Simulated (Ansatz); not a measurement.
Ti₅N₂O₃: relaxed-ion elastic tensor

Method: DFT PBE, scalar-relativistic, plane waves, PAW in Ansatz. Plane waves to 420 eV; Γ-centred k mesh 10×10×8; Fermi-Dirac smearing of 0.15 eV. No spin polarisation.

The cell, relaxed at this level:
```yaml
crystal:
  lattice:
    - [4.70893, -2.06584, -0.00037]
    - [4.70893, 2.06584, -0.00037]
    - [-1.96034, 0.00000, 5.64029]
  atoms:
    - { symbol: Ti, position: [0.65445, 0.65445, 0.81159] }
    - { symbol: Ti, position: [0.34555, 0.34555, 0.18841] }
    - { symbol: Ti, position: [0.67336, 0.67336, 0.34448] }
    - { symbol: Ti, position: [0.32664, 0.32664, 0.65552] }
    - { symbol: Ti, position: [0.00000, 0.00000, 0.00000] }
    - { symbol: N, position: [0.82858, 0.82858, 0.67467] }
    - { symbol: N, position: [0.17142, 0.17142, 0.32533] }
    - { symbol: O, position: [0.50000, 0.50000, 0.50000] }
    - { symbol: O, position: [0.82751, 0.82751, 0.15335] }
    - { symbol: O, position: [0.17249, 0.17249, 0.84665] }
```

The cell was found from a structure generator's guess, not taken from experiment. In a metal, frequencies and elastic constants depend on the k mesh and the smearing, soft modes and shear constants most.

**Question.** Give the relaxed-ion elastic constants (GPa, Voigt order xx yy zz yz xz xy, on the Cartesian axes of the cell above).

**Answer.**
```
319.6 137.8 107.1   0.0  13.0   0.0
137.9 392.9 124.9   0.0   4.1   0.0
107.2 124.9 351.1   0.0  30.5   0.0
  0.0   0.0   0.0 107.2   0.0  -9.7
 13.0   4.1  30.5   0.0 128.9   0.0
  0.0   0.0   0.0  -9.7   0.0  84.3
```

**Question.** Is the crystal stable against homogeneous strain?

**Answer.** Yes: the least eigenvalue of the tensor is 80.7 GPa.

**Question.** And the moduli of a polycrystal (Hill averages)?

**Answer.** B = 198 GPa, G = 108 GPa, E = 275 GPa, ν = 0.27.
